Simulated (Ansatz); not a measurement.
Cr (bcc (W type)), relaxed with r²SCAN+D4 (Ansatz, an electronic-structure program, plane waves, PAW): a = b = c = 2.9481 Å, α = β = γ = 90.00°.

```
Quantity                                                                           Result
---------------------------  ------------------------------------------------------------
spin order and moments (μB)  antiferromagnetic; net 0.00 per atom; largest site about 2.8
```

Q: The same phase is relaxed and computed with PBE+D3(BJ) in the same code. What are the cell and these values now?

A: a = b = c = 2.8325 Å, α = β = γ = 90.00°.

spin order and moments (μB): antiferromagnetic; net 0.00 per atom; largest site about 0.9

Spin orders computed, not proven ground states: Cr, bcc (W type) with r²SCAN+D4 antiferromagnetic; Cr, bcc (W type) with PBE+D3(BJ) antiferromagnetic. All cells were relaxed under the symmetry of their starts (and spin orders); stability against distortions was not tested throughout.

Potentials: the earlier of the program's two PAW sets.

Ansatz is a plane-wave DFT program.
